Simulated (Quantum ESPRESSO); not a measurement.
## Rh3Cu2Ta2Li (input and log of a self-consistent run)

Computed values, not a measurement. The program is pw.x of Quantum ESPRESSO 7.5 (plane-wave density functional theory). The cell is made up: eight metal atoms on a face-centred cubic lattice, with elements, volume, strain and displacements drawn at random and not relaxed, so it may be unstable or far from any real phase. PseudoDojo standard norm-conserving files set the functional (PBE unless stated); there is no spin polarisation or spin-orbit coupling, the Fermi-Dirac width of 0.25 eV means electrons at about 2900 K, and the masses in the input are unused placeholders. The copper pseudopotential is less sure than most, with forces differing by about three percent and pressure by about two GPa from a second method on plain copper. Heavy elements are run without spin-orbit coupling, which real alloys of them have. A spin test at this wide smearing found no moment, but such smearing suppresses magnetism that the real alloy may have.

Input:

```
&control calculation='scf', pseudo_dir='./dojo.nc.sr.pbe.v0_5.standard.upf', outdir='./o', disk_io='medium', tprnfor=.true., tstress=.true. /
&system ibrav=0, nat=8, ntyp=4, nbnd=75, ecutwfc=92.02030273, nosym=.true., tot_charge=0,
 occupations='smearing', smearing='fd', degauss=0.0183746611
/
&electrons conv_thr=1.470e-08, electron_maxstep=70, mixing_beta=0.5 /
ATOMIC_SPECIES
Cu 1.0 Cu.upf
Li 1.0 Li.upf
Rh 1.0 Rh.upf
Ta 1.0 Ta.upf
CELL_PARAMETERS angstrom
-3.8922 0.0 0.0
-1.9461 -3.8922 -1.9461
-1.9461 -3.8922 5.8383
ATOMIC_POSITIONS angstrom
Rh 0.0174 0.0255 0.0189
Cu -2.0508 -3.9091 1.971
Cu -1.9711 -2.009 -0.0279
Rh -3.9239 -5.8194 1.8612
Ta -3.9123 -3.8645 3.8881
Ta -3.9205 -3.875 0.0166
Rh -3.8755 -1.9727 1.9163
Li -5.8717 -5.8978 3.8998
K_POINTS automatic
7 5 4 1 1 1
```

The log is shortened where brackets say so; the opening notice, blank lines, dates and the lines on written files are dropped, and the path of the files is cut. It prints rydbergs, bohrs and kilobars, and counts compression as positive stress. Its total energy is the free energy E - TS of the whole cell.

```
     Program PWSCF v.7.5
     Parallel version (MPI & OpenMP), running on       1 processor cores
     Number of MPI processes:                 1
     Threads/MPI process:                     1
     [start-up lines left out]
     bravais-lattice index     =            0
     lattice parameter (alat)  =       7.3552  a.u.
     unit-cell volume          =     795.8149 (a.u.)^3
     number of atoms/cell      =            8
     number of atomic types    =            4
     number of electrons       =       118.00
     number of Kohn-Sham states=           75
     kinetic-energy cutoff     =      92.0203  Ry
     charge density cutoff     =     368.0812  Ry
     scf convergence threshold =      1.5E-08
     mixing beta               =       0.5000
     number of iterations used =            8  plain     mixing
     Exchange-correlation= PBE
                           (   1   4   3   4   0   0   0)
     [axes and pseudopotential details left out]
   Cartesian axes
     site n.     atom                  positions (alat units)
         1        Rh     tau(   1) = (   0.0044705   0.0065516   0.0048559  )
         2        Cu     tau(   2) = (  -0.5269000  -1.0043420   0.5063974  )
         3        Cu     tau(   3) = (  -0.5064231  -0.5161605  -0.0071682  )
         4        Rh     tau(   4) = (  -1.0081445  -1.4951441   0.4781871  )
         5        Ta     tau(   5) = (  -1.0051642  -0.9928832   0.9989466  )
         6        Ta     tau(   6) = (  -1.0072710  -0.9955809   0.0042649  )
         7        Rh     tau(   7) = (  -0.9957094  -0.5068342   0.4923437  )
         8        Li     tau(   8) = (  -1.5085813  -1.5152870   1.0019526  )
     number of k points=    70  Fermi-Dirac smearing, width (Ry)=  0.0184
                       cart. coord. in units 2pi/alat
        k(    1) = (  -0.0714286  -0.0705357   0.0125000), wk =   0.0285714
        k(    2) = (  -0.0714286  -0.1330357   0.1375000), wk =   0.0285714
     [further k points left out]
     Dense  grid:    94917 G-vectors     FFT dimensions: (  45,  60,  90)
     Estimated max dynamical RAM per process >     178.04 MB
     Initial potential from superposition of free atoms
     starting charge     117.9911, renormalised to     118.0000
     Starting wfcs are   72 randomized atomic wfcs +    3 random wfcs
     total cpu time spent up to now is       45.4 secs
     per-process dynamical memory:    97.7 Mb
     Self-consistent Calculation
     iteration #  1     ecut=    92.02 Ry     beta= 0.50
     Davidson diagonalization with overlap
     ethr =  1.00E-02,  avg # of iterations =  3.0
     total cpu time spent up to now is      156.3 secs
     total energy              =   -1733.14769909 Ry
     estimated scf accuracy    <       6.56868561 Ry
     iteration #  2     ecut=    92.02 Ry     beta= 0.50
     Davidson diagonalization with overlap
     ethr =  5.57E-03,  avg # of iterations =  3.0
     total cpu time spent up to now is      239.2 secs
     total energy              =   -1734.56996462 Ry
     estimated scf accuracy    <      25.05143847 Ry
     iteration #  3     ecut=    92.02 Ry     beta= 0.50
     Davidson diagonalization with overlap
     ethr =  5.57E-03,  avg # of iterations =  2.0
     total cpu time spent up to now is      335.4 secs
     total energy              =   -1736.12191672 Ry
     estimated scf accuracy    <      17.76861956 Ry
     iteration #  4     ecut=    92.02 Ry     beta= 0.50
     Davidson diagonalization with overlap
     ethr =  5.57E-03,  avg # of iterations =  1.8
     total cpu time spent up to now is      443.3 secs
     total energy              =   -1737.17527485 Ry
     estimated scf accuracy    <       2.89240058 Ry
     iteration #  5     ecut=    92.02 Ry     beta= 0.50
     Davidson diagonalization with overlap
     ethr =  2.45E-03,  avg # of iterations =  1.0
     total cpu time spent up to now is      533.9 secs
     total energy              =   -1737.15068777 Ry
     estimated scf accuracy    <       0.92013070 Ry
     [iterations 6 to 13 left out]
     iteration # 14     ecut=    92.02 Ry     beta= 0.50
     Davidson diagonalization with overlap
     ethr =  8.63E-09,  avg # of iterations =  2.0
     total cpu time spent up to now is     1449.2 secs
     total energy              =   -1737.17194959 Ry
     estimated scf accuracy    <       0.00000221 Ry
     iteration # 15     ecut=    92.02 Ry     beta= 0.50
     Davidson diagonalization with overlap
     ethr =  1.88E-09,  avg # of iterations =  1.2
     total cpu time spent up to now is     1549.0 secs
     total energy              =   -1737.17194987 Ry
     estimated scf accuracy    <       0.00000085 Ry
     iteration # 16     ecut=    92.02 Ry     beta= 0.50
     Davidson diagonalization with overlap
     ethr =  7.17E-10,  avg # of iterations =  1.0
     total cpu time spent up to now is     1624.9 secs
     total energy              =   -1737.17194993 Ry
     estimated scf accuracy    <       0.00000007 Ry
     iteration # 17     ecut=    92.02 Ry     beta= 0.50
     Davidson diagonalization with overlap
     ethr =  5.71E-11,  avg # of iterations =  2.0
     total cpu time spent up to now is     1720.0 secs
     total energy              =   -1737.17194993 Ry
     estimated scf accuracy    <       0.00000016 Ry
     iteration # 18     ecut=    92.02 Ry     beta= 0.50
     Davidson diagonalization with overlap
     ethr =  5.71E-11,  avg # of iterations =  1.4
     total cpu time spent up to now is     1816.5 secs
     End of self-consistent calculation
     [lines on levels left out]
!    total energy              =   -1737.17194994 Ry
     estimated scf accuracy    <          9.9E-09 Ry
     smearing contrib. (-TS)   =      -0.06977450 Ry
     internal energy E=F+TS    =   -1737.10217544 Ry
     The total energy is F=E-TS. E is the sum of the following terms:
     one-electron contribution =    -811.55178447 Ry
     hartree contribution      =     467.91746941 Ry
     xc contribution           =    -269.14071315 Ry
     ewald contribution        =   -1124.32714724 Ry
     convergence has been achieved in  18 iterations
     Forces acting on atoms (cartesian axes, Ry/au):
     atom    1 type  3   force =    -0.00818708   -0.01022254   -0.01507907
     atom    2 type  1   force =     0.02520654   -0.00331909   -0.00461507
     atom    3 type  1   force =     0.00291346    0.02332181    0.01086863
     atom    4 type  3   force =     0.00372087   -0.00554723    0.03985429
     atom    5 type  4   force =    -0.00781205    0.01618811   -0.00600622
     atom    6 type  4   force =     0.00164982   -0.03728492   -0.00426780
     atom    7 type  3   force =    -0.02106233    0.00165246   -0.01882315
     atom    8 type  2   force =     0.00357076    0.01521141   -0.00193161
     Total force =     0.078669     Total SCF correction =     0.000420
     Computing stress (Cartesian axis) and pressure
          total   stress  (Ry/bohr**3)                   (kbar)     P=      -56.73
  -0.00048339  -0.00000243   0.00003235          -71.11       -0.36        4.76
  -0.00000243  -0.00033519  -0.00020324           -0.36      -49.31      -29.90
   0.00003235  -0.00020324  -0.00033837            4.76      -29.90      -49.78
     init_run     :     39.37s CPU     45.23s WALL (       1 calls)
     electrons    :   1682.67s CPU   1771.05s WALL (       1 calls)
     forces       :     10.57s CPU     10.68s WALL (       1 calls)
     stress       :     43.10s CPU     43.32s WALL (       1 calls)
     [timing details left out]
     PWSCF        :  29m36.25s CPU  31m13.51s WALL
     JOB DONE.
```

In other units: free energy -23635.428 eV for the cell, pressure -5.67 GPa, largest force component 1.025 eV/Å in size. The run took 1875 s of wall time with one process on a shared machine (AMD EPYC, Zen 5, virtual cores), so the time is rough. A rerun of this cell at a higher cutoff and on a denser mesh moved values by no more than 0.002 eV in energy, 0.03 GPa in stress and 0.003 eV/Å in force, and a second program with other atomic files agreed on that cell to 2 % rms in force and 0.5 GPa in pressure.